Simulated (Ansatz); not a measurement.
Question: TiO₂ in space group Pbca (No. 61; Ti on 8c, O on 8c, O on 8c) is relaxed with DFT-LDA in the program Ansatz with PAW potentials. What lattice parameters of the conventional cell result?

Answer: a = 5.076 Å, b = 9.088 Å, c = 5.389 Å.

Question: Give the free coordinates with the occupied sites.

Answer: In one choice of origin and axes:

```
atom  site  symmetry       x       y       z
----  ----  --------  ------  ------  ------
Ti      8c         1  0.1385  0.3711  0.4033
O       8c         1  0.3149  0.4896  0.1484
O       8c         1  0.4652  0.2699  0.3906
```

Question: Is it a metal or does it have a gap at this level?

Answer: A gap of 2.32 eV, direct.

Symmetry was held in the LDA relaxation; phonons on a q-mesh show no instability. No spin polarisation was allowed.

Potentials: the later of the program's two PAW sets.
